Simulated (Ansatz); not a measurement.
# CdAu: from a starting cell to a relaxed one

The start is a randomly generated symmetric cell of CdAu (space group No. 39). A full variable-cell relaxation at zero pressure is run with PBEsol (plane waves to 420 eV, PAW, scalar-relativistic; Ansatz, a quantum-chemistry and plane-wave program). The first steps use a coarse 8×8×8 k-mesh.

Input geometry:
```
CdAu
1.0
    4.09285     0.00000     0.00000
    0.00000     2.14673     4.92459
    0.00000    -2.14673     4.92459
Au Cd
2 2
Direct
  0.93388   0.51938   0.01938
  0.06612   0.01938   0.51938
  0.43855   0.24870   0.74870
  0.56145   0.74870   0.24870
```

### Question
What symmetry does the relaxed structure have?

### Answer
The space group goes from Aem2 (No. 39) to I4mm (No. 107), with 2 atoms in the primitive cell.

### Question
By how much does the energy per atom fall from start to end?

### Answer
1.65 eV/atom.

### Question
How do the shortest distances between atoms change?

### Answer
The closest pairs of elements (up to four, under 3.6 Å), start → end: Cd–Cd 2.20 → 2.87 Å; Au–Au 2.21 → 2.87 Å; Au–Cd 2.72 → 2.72 Å.

### Question
What band gap does the relaxed structure have at this level?

### Answer
Zero (metallic).

### Question
Write out the relaxed structure.

### Answer

```cif
data_Au2Cd2
_chemical_formula_sum 'Au2 Cd2'
_space_group_name_H-M_alt 'I4mm'
_space_group_IT_number 107
_space_group_name_Hall 'I 4 -2'
_cell_length_a 2.86733
_cell_length_b 2.86733
_cell_length_c 9.66059
_cell_angle_alpha 90.000
_cell_angle_beta 90.000
_cell_angle_gamma 90.000
loop_
_atom_site_label
_atom_site_type_symbol
_atom_site_symmetry_multiplicity
_atom_site_Wyckoff_symbol
_atom_site_fract_x
_atom_site_fract_y
_atom_site_fract_z
_atom_site_occupancy
Au1 Au 2 a 0.00000 0.00000 0.24329 1
Cd1 Cd 2 a 0.00000 0.00000 0.52480 1
```
(The calculation used a cell of 2 atoms; values per cell refer to that cell.)

Final values are on a 23×23×23 k-mesh of the relaxed cell. No spin polarisation in the result.

The run could not lose the symmetry of its start: the end is stationary, and may be a saddle point rather than a minimum.

The relaxed structure here is a generated cell of CdAu: the first start was made by a random draw of sites in a space group, and the end was not matched to a known phase here, so it may be hypothetical.
